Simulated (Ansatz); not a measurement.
Input and command of a calculation in Ansatz (plane waves; scalar-relativistic PAW potentials unless the input names others):

```yaml
crystal:
  lattice:
    - [4.8366627261, 0.0, 0.0]
    - [-2.4183313631, 4.1886727904, 0.0]
    - [0.0, 0.0, 8.837193]
  atoms:
    - { symbol: Sr, position: [0.33333333, 0.66666667, 0.715859] }
    - { symbol: Sr, position: [0.33333333, 0.66666667, 0.284141] }
    - { symbol: Zn, position: [0.0, 0.0, 0.0] }
    - { symbol: Bi, position: [0.0, 0.0, 0.5] }
    - { symbol: Bi, position: [0.66666667, 0.33333333, 0.0] }
basis:
  ecutwfc: 420
kpoints:
  mp_grid: { grid: [9, 9, 4] }
hamiltonian:
  xc: pbesol
scf:
  occupations: { method: gaussian, width: 0.1 }
  max_iter: 80
output:
  forces: true
  eigenvalues: true
  stress: true
magnetization:
  spin_polarized: true
  initial_magnetization: 1
```

```bash
ansatz run input.yaml --threads 1 --pin off --max-ram 1331MiB --backend cpu --events-out ev --progress --plain --runs-dir out
```

Abridged log:
```
Basis set: ecut = 420 eV, 3449 PW (Γ), exchange–correlation on 72×72×120 points (8 copies of the dense FFT grid, shifted against one another)
Bands: 38, of which v1, the nominal top of the filled ones, is band 31 counted from 1 (30 counted from 0)
Symmetry: 12 space group operations
k-points: 36 of 324 (time reversal used)
SCF iter   1: F=—  HF=-34753.660127 eV  |F-HF|=—  |Δ(HF+E_count)|=         —  Δρ=2.03e-2 (↑2.03e-2 ↓1.62e-2) dr2=7.10e0  dr2_m=1.02e-1  M=1.000 μB ∫|m|=1.000 μB  β_m=1.00  ethr=3.10e-3  ⟨swp⟩=10.4  Hψ=15644  notcnv=0
spin=Collinear: Kerker preconditioning applied to the charge; magnetization (m = ρ↑ − ρ↓) channel mixes plain (no charge-response kernel on spin).
SCF iter   2: F=—  HF=-34753.363098 eV  |F-HF|=—  |Δ(HF+E_count)|=         —  Δρ=1.23e-2 (↑1.23e-2 ↓1.21e-2) dr2=4.04e0  dr2_m=1.55e-2  M=0.023 μB ∫|m|=0.090 μB  β_m=0.30  ethr=3.10e-3  ⟨swp⟩=3.3  Hψ=4680  notcnv=0  defer=137
Mixer restart at iter 2: flushing history
SCF iter   3: F=—  HF=-34753.008206 eV  |F-HF|=—  |Δ(HF+E_count)|=   3.55e-1  Δρ=9.41e-3 (↑9.41e-3 ↓9.16e-3) dr2=2.93e0  dr2_m=7.82e-3  M=0.010 μB ∫|m|=0.062 μB  β_m=0.30  ethr=3.10e-3  ⟨swp⟩=1.8  Hψ=2703  notcnv=0  defer=137
SCF iter   4: F=—  HF=-34752.324010 eV  |F-HF|=—  |Δ(HF+E_count)|=   6.84e-1  Δρ=4.70e-3 (↑4.70e-3 ↓4.34e-3) dr2=7.98e-1  dr2_m=3.76e-3  M=0.010 μB ∫|m|=0.043 μB  β_m=0.30  ethr=3.10e-3  ⟨swp⟩=3.7  Hψ=6159  notcnv=0  defer=150
SCF iter   5: F=—  HF=-34752.187434 eV  |F-HF|=—  |Δ(HF+E_count)|=   1.37e-1  Δρ=3.08e-3 (↑3.08e-3 ↓2.86e-3) dr2=9.61e-2  dr2_m=1.32e-3  M=0.063 μB ∫|m|=0.069 μB  β_m=0.30  ethr=1.29e-3  ⟨swp⟩=3.3  Hψ=3986  notcnv=0  defer=149
SCF iter   6: F=—  HF=-34752.179173 eV  |F-HF|=—  |Δ(HF+E_count)|=   8.26e-3  Δρ=1.63e-3 (↑1.63e-3 ↓1.51e-3) dr2=3.19e-2  dr2_m=7.27e-4  M=0.050 μB ∫|m|=0.055 μB  β_m=0.30  ethr=1.55e-4  ⟨swp⟩=2.1  Hψ=4714  notcnv=0  defer=149
SCF iter   7: F=—  HF=-34752.180145 eV  |F-HF|=—  |Δ(HF+E_count)|=   9.72e-4  Δρ=1.41e-3 (↑1.29e-3 ↓1.41e-3) dr2=5.03e-2  dr2_m=3.92e-4  M=0.045 μB ∫|m|=0.048 μB  β_m=0.30  ethr=5.14e-5  ⟨swp⟩=2.0  Hψ=3588  notcnv=0  defer=149
SCF iter   8: F=—  HF=-34752.181145 eV  |F-HF|=—  |Δ(HF+E_count)|=   1.00e-3  Δρ=8.19e-4 (↑8.19e-4 ↓7.00e-4) dr2=3.24e-2  dr2_m=2.33e-4  M=0.031 μB ∫|m|=0.034 μB  β_m=0.30  ethr=5.14e-5  ⟨swp⟩=2.3  Hψ=4261  notcnv=0  defer=139
   ...
SCF iter  10: F=—  HF=-34752.177536 eV  |F-HF|=—  |Δ(HF+E_count)|=   1.65e-5  Δρ=3.50e-4 (↑3.50e-4 ↓3.02e-4) dr2=1.09e-3  dr2_m=7.36e-5  M=0.022 μB ∫|m|=0.024 μB  β_m=0.65  ethr=2.80e-6  ⟨swp⟩=1.0  Hψ=2596  notcnv=0  defer=139
SCF iter  11: F=—  HF=-34752.177774 eV  |F-HF|=—  |Δ(HF+E_count)|=   2.38e-4  Δρ=1.13e-4 (↑1.13e-4 ↓1.08e-4) dr2=2.48e-4  dr2_m=2.74e-6  M=0.006 μB ∫|m|=0.007 μB  β_m=0.82  ethr=1.76e-6  ⟨swp⟩=2.4  Hψ=4050  notcnv=0  defer=139
SCF iter  12: F=—  HF=-34752.177822 eV  |F-HF|=—  |Δ(HF+E_count)|=   4.73e-5  Δρ=1.24e-4 (↑1.24e-4 ↓1.10e-4) dr2=9.72e-5  dr2_m=2.44e-7  M=0.001 μB ∫|m|=0.002 μB  β_m=0.70  ethr=4.01e-7  ⟨swp⟩=2.0  Hψ=3407  notcnv=0  defer=139
SCF iter  13: F=—  HF=-34752.177700 eV  |F-HF|=—  |Δ(HF+E_count)|=   1.22e-4  Δρ=3.65e-5 (↑2.91e-5 ↓3.65e-5) dr2=3.02e-5  dr2_m=2.17e-7  M= 0.000 μB ∫|m|=0.001 μB  β_m=0.77  ethr=1.57e-7  ⟨swp⟩=2.0  Hψ=3231  notcnv=0  defer=139
SCF iter  14: F=—  HF=-34752.177697 eV  |F-HF|=—  |Δ(HF+E_count)|=   2.91e-6  Δρ=1.18e-5 (↑9.78e-6 ↓1.18e-5) dr2=2.48e-6  dr2_m=4.32e-8  M=-0.001 μB ∫|m|=0.001 μB  β_m=0.85  ethr=4.87e-8  ⟨swp⟩=2.0  Hψ=3396  notcnv=0  defer=139
SCF iter  15: F=—  HF=-34752.177697 eV  |F-HF|=—  |Δ(HF+E_count)|=   5.41e-8  Δρ=5.19e-6 (↑5.19e-6 ↓4.23e-6) dr2=1.46e-7  dr2_m=1.41e-8  M= 0.000 μB ∫|m|=0.001 μB  β_m=0.93  ethr=4.00e-9  ⟨swp⟩=2.0  Hψ=3117  notcnv=0  defer=139
SCF iter  16: F=—  HF=-34752.177697 eV  |F-HF|=—  |Δ(HF+E_count)|=   8.53e-8  Δρ=1.79e-6 (↑1.79e-6 ↓1.61e-6) dr2=2.78e-8  dr2_m=2.38e-9  M= 0.000 μB ∫|m|=0.000 μB  β_m=0.96  ethr=1.61e-10  ⟨swp⟩=15.2  Hψ=14058  notcnv=0
SCF iter  17: F=-34752.177697 eV  HF=-34752.177697 eV  |F-HF|=7.49e-10  |Δ(HF+E_count)|=   1.53e-8  Δρ=5.10e-7 (↑5.09e-7 ↓5.10e-7) dr2=3.42e-9  dr2_m=3.94e-11  M= 0.000 μB ∫|m|=0.000 μB  ethr=4.48e-11  ⟨swp⟩=4.2  Hψ=7611  notcnv=0
SCF 1 converged in 17 iterations: F = -34752.177697 eV  dr2 = 3.42e-9
WARN: the starting moments were not kept: the SCF closed with an absolute magnetisation of 2.4e-5 μB, where they sum to 1 μB in size (5 sites). That is at most 0.1 of that sum. Measured as dr2_m measures the in/out step, that magnetisation stands 2.3e-11 eV from none, at or under the dr2_threshold of 1.0e-7 eV: it is no larger than a step whose dr2_m would equal this threshold. The system may hold no moment; this SCF shows only that its start led to no more than that. To try another start: raise the starting moments (crystal.atoms[].spin, magnetization.per_species, magnetization.initial_magnet ...
SCF converged after 17 iterations
Magnetization:  0.0000 μB (31.0000 up, 31.0000 down)
Absolute magnetization: 0.0000 μB (∫|ρ↑−ρ↓|, with the PAW one-centre terms)
Spin contamination: 0.0000 ħ² per cell (⟨S²⟩ above its minimum at these occupations)
Per-site moments (μB) at R_I (Å): [(-1.06419873e-6, 1.39499787), (-1.06419873e-6, 1.39499787), (-3.44402662e-6, 1.15188501), (-1.36515292e-6, 1.39499787), (-7.18942031e-9, 1.15188501)]
Free energy (F): -34752.177697 eV
Harris-Foulkes:  -34752.177697 eV  (|F-HF|=7.49e-10)
Internal energy: -34752.162579 eV  (E = F + TS)
E sigma→0 (E₀):  -34752.170138 eV
Entropy (-TS):   -0.015119 eV (-3.024 meV/atom)
Fermi energy:    7.330235 eV
--- Forces (eV/Å), atoms counted from 1 ---
  atom   1  Sr     0.00000000     0.00000000     0.08726187
  atom   2  Sr     0.00000000     0.00000000    -0.08726187
  atom   3  Zn     0.00000000     0.00000000     0.00000000
  atom   4  Bi     0.00000000     0.00000000     0.00000000
  atom   5  Bi     0.00000000     0.00000000     0.00000000
--- Stress (GPa, compression-positive) ---
       -2.312670       0.000000       0.000000
        0.000000      -2.312670       0.000000
        0.000000       0.000000      -1.295813
  P = ⅓ Tr σ = -1.9737 GPa (-19.737 kbar)
```

Apart from outputs and empty bands, the input differs from a reference run on usual settings in magnetization: not typed → {"spin_polarized": true, "initial_magnetization": 1}; scf.max_iter: not typed → 80. The reference, at the same geometry (not necessarily relaxed), gave pressure -1.97 GPa, largest force 0.087 eV/Å, no gap on the mesh. This run converged in 17 SCF iterations (reference: 10) with an energy at zero smearing within 0.01 meV/atom of the reference's, pressure -1.97 GPa, largest force 0.087 eV/Å, no gap on the mesh.